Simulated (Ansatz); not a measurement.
Stationary points along a deformation path in TiOs

Theory: Ansatz 0.2.0, DFT PBEsol, scalar-relativistic, plane waves, PAW. The runs took a 420 eV cutoff, a Γ-centred 18×18×18 mesh and Gaussian smearing (0.15 eV). Spin–orbit coupling is left out, which can shift energies with elements as heavy as these. No spin polarisation. Energies are free energies at this smearing, counted from the undisturbed cell; pressure is positive in compression.

Reference structure (as given, not relaxed at this level; it stands at -4.6 GPa, and it needn't be the usual structure):

```
Ti Os
1.0
     3.08000    0.00000    0.00000
     0.00000    3.08000    0.00000
     0.00000    0.00000    3.08000
Ti Os
1 1
Direct
  0.50000 0.50000 0.50000
  0.00000 0.00000 0.00000
```

At fixed volume and fractional coordinates, lengths along (0.577, 0.577, 0.577) are scaled against those across it; ρ is that ratio over its starting value. V = 14.609 Å³/atom. Δσ is the stress along the axis less the mean stress across it (compression positive).

| ρ | ΔE (meV/atom) | Δσ (GPa) | space group |
| --- | --- | --- | --- |
| 0.500 | 7988.6 | 586.69 | R-3m |
| 0.600 | 3394.5 | 286.15 | R-3m |
| 0.710 | 1244.6 | 142.99 | R-3m |
| 0.850 | 231.2 | 51.44 | R-3m |
| 0.930 | 41.3 | 19.51 | R-3m |
| 1.000 | 0.0 | 0.00 | Pm-3m |
| 1.080 | 39.9 | -16.49 | R-3m |
| 1.200 | 206.4 | -34.61 | R-3m |
| 1.410 | 634.2 | -49.82 | R-3m |
| 1.700 | 1145.1 | -32.23 | R-3m |
| 2.000 | 1300.2 | 0.00 | Fm-3m |

Question: How does the stress give the slope of the energy, and where is the energy stationary?

Answer: Along the path d ln(length) is 2/3 d ln ρ on the axis and −1/3 d ln ρ across it, so dE/d ln ρ = −(2/3) V Δσ: the energy falls with ρ where Δσ is positive. Δσ vanishes or changes sign at ρ = 1.000 (Pm-3m), a minimum at 0.0 meV/atom; at ρ = 2.000 (Fm-3m, an end of the scan), at 1300.2 meV/atom. Pairs of stationary points between two samples would go unseen, and could change a minimum read from distant neighbours into a maximum. At ρ = 1.000, 2.000 the cell is cubic, where symmetry alone makes the stress isotropic and the slope zero.

Question: Which shear constant sets the curvature at ρ = 1?

Answer: For a cubic crystal E/V = (2/3) C (ln ρ)² with C = C44, so Δσ = −2C ln ρ. The parabola of Δσ against ln ρ through ρ = 0.930, 1 and 1.080 gives C ≈ 121 GPa with the ions clamped, rough because the steps are large. It is the stress–strain coefficient at this cell's pressure of -4.6 GPa, not the zero-pressure constant.

In a metal these slopes depend on the k mesh and the smearing.